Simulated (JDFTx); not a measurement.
Ir(110) slab cut from bulk Ir (space group Fm-3m, indices of the conventional cell, lattice of the Materials Project entry mp-101, not re-optimised): 8 atoms in 8 planes, a 1x1 cell of 10.50 Å² (|a| = 2.725, |b| = 3.854 Å), 9.3 Å between the outermost planes, cell height 25.5 Å, 8×6×1 k mesh, Fermi smearing 0.01 Ha, no spin polarisation.

All numbers are PBE, GBRV ultrasoft potentials, plane waves to 20/100 Ha results from JDFTx (a modified build), not measurements. Liquid on both sides: linear PCM (GLSSA13), water, 0.5 M NaCl; nuclei fixed. 

Charging data:

```json
[
 {"U − U_pzc (V)": "-0.90", "σ (μC/cm²)": "-12.93"},
 {"U − U_pzc (V)": "-0.30", "σ (μC/cm²)": "-4.63"},
 {"U − U_pzc (V)": "-0.25", "σ (μC/cm²)": "-4.00"},
 {"U − U_pzc (V)": "-0.15", "σ (μC/cm²)": "-2.33"},
 {"U − U_pzc (V)": "0.00", "σ (μC/cm²)": "0.00"},
 {"U − U_pzc (V)": "0.50", "σ (μC/cm²)": "8.93"},
 {"U − U_pzc (V)": "0.70", "σ (μC/cm²)": "12.98"}
]
```

A calculation by hand: a check of Lippmann's equation. The grand free energy per area against the neutral slab, Δγ = [F(N) − F(N₀) − μ(N − N₀)]/2A, is taken from the total energies of the same runs.

| U − U_pzc (V) | Δγ (mJ/m²) |
|---|---|
| -0.90 | -60.3 |
| -0.30 | -7.0 |
| -0.25 | -5.2 |
| -0.15 | -1.7 |
| 0.00 | 0.0 |
| 0.50 | -21.9 |
| 0.70 | -43.7 |

Δγ is largest at zero charge and falls away from it, as dγ/dU = −σ demands. At -0.90 V the computed -60.3 mJ/m² stands beside -57.9 mJ/m² from the constant-capacitance formula.
